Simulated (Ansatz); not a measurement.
## Sr₂LiTi₆N₂O₁₁, one structure, two calculations

Cell: a Materials Project structure (computed, not necessarily an observed phase), atoms as given.

```
CELL_PARAMETERS angstrom
3.90027 0.00000 0.00000
-1.94947 7.53963 0.00000
-0.00214 -2.10564 9.46022
ATOMIC_POSITIONS crystal
Li 0.36431 0.72501 0.41292
Sr 0.48273 0.96212 0.17524
Sr 0.55701 0.11469 0.75172
Ti 0.88321 0.76399 0.90199
Ti 0.82651 0.64968 0.59213
Ti 0.78060 0.55782 0.23264
Ti 0.24511 0.48757 0.77954
Ti 0.16627 0.32709 0.44481
Ti 0.13780 0.27302 0.07300
N 0.76822 0.53371 0.75560
N 0.16609 0.33055 0.90114
O 0.93792 0.87456 0.72538
O 0.87323 0.74325 0.40137
O 0.85078 0.69835 0.10437
O 0.37588 0.74923 0.90949
O 0.31095 0.61847 0.57178
O 0.25568 0.50797 0.24919
O 0.70148 0.39871 0.43953
O 0.64887 0.29496 0.12204
O 0.13054 0.25601 0.61372
O 0.06687 0.12942 0.30913
O 0.01263 0.02218 0.01431
```

Atoms are numbered from 1 in the order listed; like atoms form one site, named after its first atom.

First run. Method: Kohn–Sham DFT in Ansatz, PBE, plane waves and PAW, scalar-relativistic, 420 eV cutoff, Γ-centred 9×5×4 k-points, Fermi–Dirac smearing 0.05 eV.

| site | atom | V_zz (10²¹ V/m²) | η |
| --- | --- | --- | --- |
| Sr2 | 2 | 9.57 | 0.63 |
| Sr3 | 3 | 8.48 | 0.78 |
| Ti6 | 6 | -3.06 | 0.71 |
| Ti7 | 7 | -5.50 | 0.64 |
| Ti8 | 8 | -5.43 | 0.72 |
| Ti9 | 9 | 1.13 | 0.36 |
| N11 | 11 | -2.09 | 0.24 |
| O12 | 12 | 1.86 | 0.53 |
| O13 | 13 | -1.50 | 0.37 |
| O14 | 14 | 1.54 | 0.56 |
| O15 | 15 | 1.82 | 0.98 |
| O19 | 19 | -2.80 | 0.39 |
| O20 | 20 | 1.29 | 0.68 |
| O22 | 22 | -2.22 | 0.30 |

Second run. The same atoms and settings, except that the functional is r2SCAN and the cutoff is 500 eV.

Problem. Given the first result, estimate the second.

Solution. 

```json
{"site": "Sr2", "atom": "2", "V_zz": "9.80", "η": "0.63", "change of V_zz": "+0.23"}
{"site": "Sr3", "atom": "3", "V_zz": "8.71", "η": "0.80", "change of V_zz": "+0.23"}
{"site": "Ti6", "atom": "6", "V_zz": "-3.13", "η": "0.79", "change of V_zz": "-0.07"}
{"site": "Ti7", "atom": "7", "V_zz": "-5.64", "η": "0.55", "change of V_zz": "-0.14"}
{"site": "Ti8", "atom": "8", "V_zz": "-5.23", "η": "0.77", "change of V_zz": "+0.20"}
{"site": "Ti9", "atom": "9", "V_zz": "1.47", "η": "0.35", "change of V_zz": "+0.34"}
{"site": "N11", "atom": "11", "V_zz": "-1.88", "η": "0.25", "change of V_zz": "+0.21"}
{"site": "O12", "atom": "12", "V_zz": "1.94", "η": "0.37", "change of V_zz": "+0.08"}
{"site": "O13", "atom": "13", "V_zz": "-1.53", "η": "0.16", "change of V_zz": "-0.03"}
{"site": "O14", "atom": "14", "V_zz": "1.72", "η": "0.44", "change of V_zz": "+0.18"}
{"site": "O15", "atom": "15", "V_zz": "-1.87", "η": "0.96", "change of V_zz": "–"}
{"site": "O19", "atom": "19", "V_zz": "-2.85", "η": "0.38", "change of V_zz": "-0.05"}
{"site": "O20", "atom": "20", "V_zz": "1.35", "η": "0.47", "change of V_zz": "+0.06"}
{"site": "O22", "atom": "22", "V_zz": "-2.41", "η": "0.34", "change of V_zz": "-0.19"}
```

The largest change of V_zz along a kept axis is on Ti9, from 1.13 to 1.47. In per cent, |V_zz| changes by +2 to +3 on Sr, -4 to +3 on Ti, -10 on N, +2 to +9 on O (all sites that start above 2). Where |V_zz| stays above 0.1 and the axes keep their order, η moves most on O13, from 0.37 to 0.16. On O15 the largest principal value lies along another axis in the second run, so the two V_zz can't be compared directly. The table leaves out 8 of the 22 sites, with |V_zz| up to 7.52; their tensors move by 0.17 at most along any direction. The statements above cover all sites.

The run finds no gap above 0.1 eV (a metal, or nearly one), so the gradients can move by 10 % or more with the k-mesh. Without spin–orbit coupling (the program notes it for Sr) the gradients can shift somewhat, as the gap is small. Semilocal functionals can leave a metal where correlation in the d or f shell opens a gap in the real compound, and that would change the values at and beside Ti. With these PAW files V_zz is typically within 2 to 3 % of all-electron values, but misses above 10 % occur on Li.
For the second run: At this cell the principal stresses reach 5 GPa in size with r2SCAN, which can matter for small gradients. The largest force is 0.5 eV/Å, so the atoms aren't at the calculated equilibrium and relaxing them would move these values.
